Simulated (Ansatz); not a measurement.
This cell of AlCo (CsCl type) is off equilibrium:

```xyz
2
Lattice="2.8239 0.0000 0.0000 0.0000 2.8239 0.0000 0.0000 0.0000 2.8239" Properties=species:S:1:pos:R:3 pbc="T T T"
Al     0.0000     0.0000     0.1440
Co     1.4119     1.4119     1.4119
```

The numbers are results of r2SCAN (plane waves to 500 eV, PAW, scalar-relativistic; Ansatz, a quantum-chemistry and plane-wave program), not measurements. k mesh 13×13×13 (Γ-centred), Fermi-Dirac smearing 0.05 eV. The energy includes the smearing's −TS. Compression counts positive. With partly filled bands, energies and forces of such displacements shift with the k mesh and the smearing. AlCo was relaxed with its symmetry unable to fall. Relaxed AlCo ends ferromagnetic. Other magnetic orders were not checked, so this need not be the ground state.

Task: What forces act on the atoms (eV/Å, Cartesian)?

Result: 
```json
[
 {"atom": "Al1", "Fx": "0.000", "Fy": "0.000", "Fz": "-1.182"},
 {"atom": "Co2", "Fx": "0.000", "Fy": "0.000", "Fz": "1.182"}
]
```

Task: What is the stress tensor (GPa)?

Result: 
```
    2.1      0.0      0.0
    0.0      2.1      0.0
    0.0      0.0      0.8
```
The pressure, a third of the trace, is 1.7 GPa.

Task: In it atom 1 sits (0.000, 0.000, 0.144) Å away from its relaxed site. What is its energy relative to the relaxed cell?

Result: 85 meV/cell.

(For displaced atoms, the force is minus the slope of the energy, and its curvature is a force constant, which sets phonon frequencies.)
